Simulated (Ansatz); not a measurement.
HfO$_{2}$: pressure against volume

HfO$_{2}$, Fm-3m, a = 5.058 Å. This isn't the usual stable structure of the compound. Ansatz: r2SCAN, PAW, 500 eV, Γ-centred 8×8×8 mesh on 3 atoms, Gaussian smearing 0.02 eV; no spin polarisation. Symmetry fixes shape and atoms, so the cell is only scaled; pressure is positive in compression.

| V (Å³/atom) | P (GPa) |
| --- | --- |
| 10.138 | 19.09 |
| 10.462 | ? |
| 10.785 | 0.02 |
| 11.109 | -7.51 |
| 11.433 | -13.96 |

Problem. Take V0 = 10.785 Å³/atom, count pressures from its P0 = 0.02 GPa, fit the third-order Birch–Murnaghan form to the other rows, and predict the missing pressure.

Solution. With the Eulerian strain f = ½[(V0/V)^(2/3) − 1] and y = (P − P0)/[3f(1 + 2f)^(5/2)], the form is the line y = B0 + 1.5 B0 (B0′ − 4) f. Rows (f, y): 0.02105, 272.4; -0.00977, 269.9; -0.01908, 269.2. Means f = -0.002600, y = 270.50; Σ(Δf)² = 0.0008823, ΣΔfΔy = 0.07066; the slope is their ratio. y = 270.7 + 80.09 f GPa, so B0 = 270.7 GPa and B0′ = 4 + 2 × (80.09)/(3 × 270.7) = 4.20. At V = 10.462, f = 0.01024, y = 271.52 and P = 8.79 GPa. The run gave 8.82 GPa, so the fit is 0.03 GPa too low, a small miss on the scale of the series.

Spin–orbit coupling is left out, which can shift energies with elements as heavy as these.